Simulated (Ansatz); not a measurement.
Input and command of a calculation in Ansatz (plane waves; scalar-relativistic PAW potentials unless the input names others):

```yaml
crystal:
  lattice:
    - [3.1446006675, 0.0, 0.0]
    - [-1.5723003337, 2.7233040628, 0.0]
    - [0.0, 0.0, 5.3623852927]
  atoms:
    - { symbol: Hf, position: [0.66666667, 0.33333333, 0.75] }
    - { symbol: Hf, position: [0.33333333, 0.66666667, 0.25] }
    - { symbol: C, position: [0.0, 0.0, 0.0] }
    - { symbol: C, position: [0.0, 0.0, 0.5] }
basis:
  ecutwfc: 420
kpoints:
  mp_grid: { grid: [12, 12, 6] }
hamiltonian:
  xc: lda
  dispersion: d3bj
scf:
  occupations: { method: gaussian, width: 0.1 }
output:
  forces: true
  eigenvalues: true
  stress: true
```

```bash
ansatz run input.yaml --threads 1 --pin off --max-ram 1331MiB --backend cpu --events-out ev --progress --plain --runs-dir out
```

Abridged log:
```
Warning: the engine holds no damping parameters fitted to this dispersion correction and functional, so the run takes those fitted to pbe (hamiltonian.dispersion, under Limitations)
Pseudopotentials: kind: paw
Pseudopotential: Hf, paw, valence charge 26, recommended cutoff 420 eV (normal)
Pseudopotential: C, paw, valence charge 4, recommended cutoff 420 eV (normal)
Functional definition: SPW92
Crystal: 4 atoms, lattice volume = 45.922 Å³
Basis set: ecut = 420 eV, 893 PW (Γ)
Bands: 36, of which v1, the nominal top of the filled ones, is band 30 counted from 1 (29 counted from 0)
Symmetry: 24 space group operations
Space group: P63/mmc (ITA 194), of the structure as read, at distance tolerance 3.6e-5 Å
k-points: 76 of 864
Initial density: superposition of atomic densities (neutral atoms: chi_scale 0, normalization atom), corrected by the library's trained network
Initial wavefunctions: pseudopotential atomic-orbital guess
Functional: x = slater, c = lda
SCF iter   1: F=—  HF=-31444.393891 eV  |F-HF|=—  |Δ(HF+E_count)|=         —  Δρ=1.46e-2  dr2=9.43e-2  ethr=1.77e-3  ⟨swp⟩=4.7  Hψ=8668  notcnv=0  defer=1
SCF iter   2: F=—  HF=-31444.374227 eV  |F-HF|=—  |Δ(HF+E_count)|=   1.97e-2  Δρ=6.83e-3  dr2=1.35e-2  ethr=1.57e-4  ⟨swp⟩=1.4  Hψ=3391  notcnv=0  defer=4
SCF iter   3: F=—  HF=-31444.372006 eV  |F-HF|=—  |Δ(HF+E_count)|=   2.22e-3  Δρ=2.27e-3  dr2=1.38e-3  ethr=2.26e-5  ⟨swp⟩=2.0  Hψ=4268  notcnv=0  defer=4
SCF iter   4: F=—  HF=-31444.371349 eV  |F-HF|=—  |Δ(HF+E_count)|=   6.57e-4  Δρ=1.09e-3  dr2=2.76e-4  ethr=2.30e-6  ⟨swp⟩=2.0  Hψ=4895  notcnv=0  defer=4
SCF iter   5: F=—  HF=-31444.371288 eV  |F-HF|=—  |Δ(HF+E_count)|=   6.15e-5  Δρ=1.87e-4  dr2=1.20e-5  ethr=4.60e-7  ⟨swp⟩=2.0  Hψ=4288  notcnv=0  defer=4
SCF iter   6: F=—  HF=-31444.371279 eV  |F-HF|=—  |Δ(HF+E_count)|=   9.14e-6  Δρ=3.34e-5  dr2=5.80e-7  ethr=2.00e-8  ⟨swp⟩=2.5  Hψ=4609  notcnv=0  defer=4
SCF iter   7: F=-31444.371279 eV  HF=-31444.371279 eV  |F-HF|=3.39e-8  |Δ(HF+E_count)|=   1.31e-7  Δρ=8.72e-6  dr2=3.37e-8  ethr=1.67e-10  ⟨swp⟩=10.8  Hψ=14170  notcnv=0
SCF 1 converged in 7 iterations: F = -31444.371279 eV  dr2 = 3.37e-8
SCF converged after 7 iterations
Free energy (F): -31444.371279 eV
Harris-Foulkes:  -31444.371279 eV  (|F-HF|=3.39e-8)
Internal energy: -31444.368657 eV  (E = F + TS)
E sigma→0 (E₀):  -31444.369968 eV
Entropy (-TS):   -0.002622 eV (-0.655 meV/atom)
Fermi energy:    22.033851 eV
  E_disp       = -1.574411  (pairwise vdW)
--- Forces (eV/Å), atoms counted from 1 ---
  atom   1  Hf     0.00000000     0.00000000     0.00000000
  atom   2  Hf     0.00000000     0.00000000     0.00000000
  atom   3  C      0.00000000     0.00000000     0.00000000
  atom   4  C      0.00000000     0.00000000     0.00000000
--- Stress (GPa, compression-positive) ---
       11.876274       0.000000       0.000000
        0.000000      11.876274       0.000000
        0.000000       0.000000      -7.570432
  P = ⅓ Tr σ = 5.3940 GPa (53.940 kbar)
```

Apart from outputs and empty bands, the input differs from a reference run on usual settings in hamiltonian.dispersion: not typed → "d3bj"; kpoints.mp_grid.grid: [15, 15, 8] → [12, 12, 6]. The reference, at the same geometry (not necessarily relaxed), gave pressure 11.12 GPa, largest force 0.000 eV/Å, no gap on the mesh. This run converged in 7 SCF iterations (reference: 7) with an energy at zero smearing 395 meV/atom below the reference's (the Hamiltonian itself differs), pressure 5.39 GPa, largest force 0.000 eV/Å, no gap on the mesh. Its k mesh is looser than usual. The Hamiltonian differs as well, so the change in the result can't be put down to that alone.